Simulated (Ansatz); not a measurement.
A geometry of B away from equilibrium: the start of the relaxation of a relaxed B cell displaced along its unstable phonon at q = (½, ½, 0) of its primitive reciprocal cell (384i cm⁻¹), largest move 0.15 Å. The numbers are results of r2SCAN (plane waves to 500 eV, PAW, scalar-relativistic; Ansatz, a quantum-chemistry and plane-wave program), not measurements. Γ-centred k-mesh 17×17×17 on the run's cell (coarser than for final values), Fermi–Dirac smearing 0.05 eV.

```xyz
2
Lattice="2.3882 1.3788 2.5850 0.0000 1.3788 2.5850 0.0000 -1.3788 1.2925" Properties=species:S:1:pos:R:3:forces:R:3 pbc="T T T" free_energy=-310.906 pressure_GPa=-4.7
B      0.0000    -0.1372     1.9994    0.0000   -0.3216    0.1345
B      1.1941     0.8266     3.1707    0.0000    0.3216   -0.1345
```

Positions in Å, forces in eV/Å, free energy of the cell in eV (comparable only within this code, potentials and settings). Largest force: 0.35 eV/Å, on B1, B2 (atoms numbered as listed); the geometry lies 0.62 eV/atom above the end of its relaxation.

No spin polarisation in the result.

The run could not lose the symmetry of its start, so the end can be a saddle point.

The end of the path is a generated cell of B: the first start was made by placing the elements on the sites of a structure type, and the end was not matched to a known phase here, so it may be hypothetical.
